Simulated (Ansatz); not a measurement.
ScOF:
```yaml
crystal:
  lattice:
    - [5.03779, 0.00000, 0.00000]
    - [0.00000, 5.07459, 0.00000]
    - [-0.31134, 0.00000, 5.20869]
  atoms:
    - { symbol: Sc, position: [0.25788, 0.22329, 0.01693] }
    - { symbol: Sc, position: [0.74212, 0.72329, 0.98307] }
    - { symbol: Sc, position: [0.28057, 0.74695, 0.44833] }
    - { symbol: Sc, position: [0.71943, 0.24695, 0.55167] }
    - { symbol: F, position: [0.06453, 0.37731, 0.37235] }
    - { symbol: F, position: [0.93547, 0.87731, 0.62765] }
    - { symbol: O, position: [0.07249, 0.88970, 0.14154] }
    - { symbol: O, position: [0.92751, 0.38970, 0.85846] }
    - { symbol: F, position: [0.44021, 0.49395, 0.74252] }
    - { symbol: F, position: [0.55979, 0.99395, 0.25748] }
    - { symbol: O, position: [0.46846, 0.99479, 0.74898] }
    - { symbol: O, position: [0.53154, 0.49479, 0.25102] }
```

Relaxed with r²SCAN. Special points in fractions of this cell's reciprocal vectors: Γ (0.000, 0.000, 0.000); Z (0.000, 0.500, 0.000); D (0.000, 0.500, 0.500); B (0.000, 0.000, 0.500); A (-0.500, 0.000, 0.500); E (-0.500, 0.500, 0.500); C2 (-0.500, 0.500, 0.000); Y2 (-0.500, 0.000, 0.000).

Q: List the band energies nearest the valence-band maximum at these points for plane-wave PAW r²SCAN (Ansatz code).

A: In eV from the valence-band maximum; about four levels below and three above (degenerate sets whole), none deeper than 8.9 eV; points with the same levels are listed once.

```tsv
k	below	above
Γ	-0.73 -0.72 -0.16 -0.03	5.28 5.32 5.57
Z	-0.96 -0.96 -0.16 -0.16	5.24 5.24 5.53 5.53
D	-0.93 -0.93 -0.42 -0.42	5.20 5.20 5.62 5.62
B	-0.72 -0.70 -0.39 -0.11	5.19 5.37 5.51
A	-0.89 -0.70 -0.55 -0.18	4.91 5.17 5.45
E	-0.99 -0.99 -0.47 -0.47	5.03 5.03 5.37 5.37
C2	-0.96 -0.96 -0.37 -0.37	4.96 4.96 5.49 5.49
Y2	-0.76 -0.74 -0.40 -0.11	5.19 5.24 5.30
```

Space group P2_1. The start of the workflow was typed in or built on a structure type; neither database checked (COD, Materials Project) lists it. Whether it is the stable phase at ambient conditions was not checked. The r²SCAN relaxation kept the symmetry of its start; its stability against distortions is not shown here. No spin polarisation was allowed.

Potentials: the later of the program's two PAW sets.
